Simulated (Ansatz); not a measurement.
Relaxed-ion elastic tensor of Ta (bcc (W type), Im-3m) in GPa (Voigt order), LDA in the plane-wave PAW code Ansatz; density 17.46 g/cm³, 17.21 Å³ per atom.

|  | 1 | 2 | 3 | 4 | 5 | 6 |
|---|---|---|---|---|---|---|
| 1 | 303 | 176 | 176 | 0.0 | 0.0 | 0.0 |
| 2 | 176 | 303 | 176 | 0.0 | 0.0 | 0.0 |
| 3 | 176 | 176 | 303 | 0.0 | 0.0 | 0.0 |
| 4 | 0.0 | 0.0 | 0.0 | 70.5 | 0.0 | 0.0 |
| 5 | 0.0 | 0.0 | 0.0 | 0.0 | 70.5 | 0.0 |
| 6 | 0.0 | 0.0 | 0.0 | 0.0 | 0.0 | 70.5 |

Task: Is the crystal mechanically stable?

Result: Yes: the smallest eigenvalue of C is 70.5 GPa.

Task: Work out the Voigt, Reuss and Hill averages.

Result: K_V = 218, K_R = 218, K_H = 218; G_V = 67.7, G_R = 67.5, G_H = 67.6 GPa.

Task: Give Young's modulus, Poisson's ratio, Pugh's ratio and the universal anisotropy index.

Result: E = 9KG/(3K + G) = 184 GPa; ν = 0.36; K/G = 3.23 (ductile by the Pugh limit of 1.75); A_U = 5G_V/G_R + K_V/K_R − 6 = 0.01.

Task: Estimate the sound speeds and the Debye temperature.

Result: v_l = √((K + 4G/3)/ρ) = 4200 m/s, v_t = √(G/ρ) = 1970 m/s, mean 2220 m/s; Θ = (h/k)(3n/4πV)^(1/3) v_m = 255 K.

Task: Give the Zener ratio and Young's modulus along [100], [110] and [111].

Result: A = 2C44/(C11 − C12) = 1.11; 1/E = S11 − 2(S11 − S12 − S44/2)Γ with Γ = 0, 1/4, 1/3 gives 174, 186, 191 GPa.

Task: Solve the Christoffel equation for the three sound speeds along [100], [110], [111].

Result: Eigenvalues of C_ijkl n_j n_l equal ρv². In km/s, slowest first: [100] 2.01, 2.01, 4.16; [110] 1.91, 2.01, 4.21; [111] 1.94, 1.94, 4.23.

Symmetry was held in the LDA relaxation. No spin polarisation was allowed. As this level gives no gap, shear constants depend on the k-mesh and smearing (Fermi–Dirac, 0.1 eV here). Spin–orbit coupling is left out wherever it is not named.

Potentials: the earlier of the program's two PAW sets. The files were generated under PBE; for other functionals the program regenerates the frozen cores, and for LDA and PBEsol the local potential too.
